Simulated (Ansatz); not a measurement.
## Os, first-principles data

Os:
```cif
data_Os2
_chemical_formula_sum 'Os2'
_space_group_name_H-M_alt 'P 1'
_space_group_IT_number 1
_cell_length_a 3.88965
_cell_length_b 3.88965
_cell_length_c 3.88965
_cell_angle_alpha 60.000
_cell_angle_beta 60.000
_cell_angle_gamma 60.000
loop_
_space_group_symop_operation_xyz
  'x, y, z'
loop_
_atom_site_label
_atom_site_type_symbol
_atom_site_fract_x
_atom_site_fract_y
_atom_site_fract_z
_atom_site_occupancy
Os1 Os 0.00000 0.00000 0.00000 1
Os2 Os 0.25000 0.25000 0.25000 1
```

Space group Fd-3m (No. 227), diamond; conventional cell a = 5.5008 Å, b = 5.5008 Å, c = 5.5008 Å, α = 90.00°, β = 90.00°, γ = 90.00°.

Method: PBEsol in the plane-wave PAW code Ansatz. Geometry: relaxed at this level of theory. Other levels are named where they apply.

**Cell and energy**

```yaml
volume_per_atom: 20.81 Å³
density: 15.18 g/cm³
```

**Electronic structure**

```yaml
electronic_character: metallic (no gap)
Density of states at the Fermi level: 0.76 states/eV per atom (mean over ±0.08 eV)
Gap with spin–orbit coupling: none (metallic)
```

**Mechanics**

```yaml
Bulk modulus (Birch–Murnaghan fit): 223 GPa
Pressure derivative B′: 4.6
Elastic constants (relaxed ions, GPa): C11 = 230, C12 = 221, C44 = 9.3
mechanical_stability: stable (all eigenvalues of C positive)
hill_bulk_and_shear_moduli: 224 and 7.1 GPa
Young's modulus: 21.1 GPa
Poisson's ratio: 0.48
debye_temperature_from_the_elastic_constants: 84.6 K
```

**Phonons**

```yaml
highest_zone_centre_frequency: 245 cm⁻¹
zone_centre_stability: no imaginary mode at Γ
```

The start of the workflow was typed in or built on a structure type; neither database checked (COD, Materials Project) lists it. It is not the phase usual at ambient conditions (space group No. 194). Symmetry was held in the PBEsol relaxation. The run is not spin-polarised. As this level gives no gap, shear constants depend on the k-mesh and smearing (Fermi–Dirac, 0.1 eV here). As this level gives no gap, phonon frequencies hold no LO–TO term and depend on the k-mesh and smearing (Fermi–Dirac, 0.1 eV here). Spin–orbit coupling is left out wherever it is not named.

Potentials: the later of the program's two PAW sets.
